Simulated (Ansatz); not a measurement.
HgS (rock salt, Fm-3m), plane-wave PAW PBEsol (Ansatz code), all energies at zero smearing, with the estimated change up to a 700 eV cutoff added, with one set of potentials and settings (totals compare only within such a set). Cell of 2 atoms (1 Hg, 1 S): -14553.037 eV.

| element | reference phase | E (eV/atom) |
|---|---|---|
| Hg | R-3m, 1 atoms in the cell | -13668.0149 |
| S | Fddd, 32 atoms in the cell | -884.8920 |

Formation energy per atom, worked out: (-14553.037 − 1×(-13668.0149) − 1×(-884.8920))/2 = -0.065 eV/atom (-6 kJ per mol of atoms), at 0 K, without zero-point energy or fitted corrections.

The workflow started from a Materials Project entry (that database holds measured and hypothetical structures alike); the Crystallography Open Database copy checked does not list it. COD files the formula under space group No. 152, 154, 166, 216, so this cell is another polymorph or a model. Its standing as an ambient phase is unchecked. Symmetry was held in the PBEsol relaxation; its stability against distortions is not shown here. The references are the lowest solids computed at this level, not always the standard phases. Spin–orbit coupling is left out wherever it is not named.

Potentials: the later of the program's two PAW sets.
